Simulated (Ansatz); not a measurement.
SiGe$_{3}$:
```
SiGe3
1.0
    3.96671     0.00000     0.00000
    0.00000     3.96671     0.00000
    0.00000     0.00000     5.60008
Si Ge
1 3
Direct
  0.00000   0.00000   0.00000
  0.50000   0.00000   0.24435
  0.50000   0.50000   0.50000
  0.00000   0.50000   0.75565
```

Relaxed with r²SCAN.

Q: Map the electron localisation function on the plane through (0.000, 0.000, 0.000) spanned by u = [1, 0, 0] and v = [0, 0, 1] in lattice vectors, from the program Ansatz at the r²SCAN level (PAW).

A: x is the fraction of u, y of v (the angle between them is 90°; rows are the nearest grid lines); atoms in the plane: Si at (0.00, 0.00), Ge at (0.50, 0.24).
```
|*=-+#%##+===+##%#+-=*|
|=--=+**+=-:-=+**+=--=|
|---=+++-:...:-+++=---|
|**++=-:.     .:-=++**|
|***+=:.       .:=+***|
|+++=-..       ..-=+++|
|==-:..         ..:-==|
|..                 ..|
|                     |
|                     |
|         ...         |
|       ..:::..       |
|     .:-=====-:.     |
|    .:-=======-:.    |
|   .:-=========-:.   |
|  .:-===-----===-:.  |
|..:-===-:...:-===-:..|
|==+**+=:.-@-.:=+**+==|
|+*#%#*+-..=..-+*#%#*+|
|*#%%%#*=:...:=*#%%%#*|
|*#%@@%#+-:::-+#%@@%#*|
|-=*%@@%#*+=+*#%@@%*=-|
|===#%@%#*+++*#%@%#===|
|*=-+#%##+===+##%#+-=*|
```
Scale: ten equal steps from 0.011 (start of ' ') to 0.963 (end of '@'), in the order ' .:-=+*#%@'; x runs from 0.000 to 1.00, y from 0.000 (bottom) to 1.00 (top).

The density is the valence pseudo-density with augmentation charge, so density and ELF within about 1 Å of a nucleus are not all-electron values.

Space group P-4m2. The start of the workflow was typed in or built on a structure type; neither database checked (COD, Materials Project) lists it. Its standing as an ambient phase is unchecked. The cell was relaxed with r²SCAN under the symmetry of its start; whether a distortion lowers the energy is not shown.

Potentials: the earlier of the program's two PAW sets.
